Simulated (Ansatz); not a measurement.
Here is the system:

Ru:
```
Ru
1.0
    2.70352     0.00000     0.00000
   -1.35176     2.34131     0.00000
    0.00000     0.00000     4.26398
Ru
2
Direct
  0.33333   0.66667   0.75000
  0.66667   0.33333   0.25000
```

This is the r²SCAN-relaxed structure.

Q: All from plane-wave PAW r²SCAN (Ansatz code), unless another level is named. Predict the density of states at the Fermi level.

A: 0.78 states/eV per atom (mean over ±0.08 eV).

Q: And the gap with spin–orbit coupling?

A: none (metallic).

Space group P6_3/mmc (hcp (Mg type)). The cell was relaxed with r²SCAN under the symmetry of its start; of distortions, only those at the zone centre were tested. No spin polarisation was allowed. Spin–orbit coupling is left out wherever it is not named.

Potentials: the later of the program's two PAW sets.
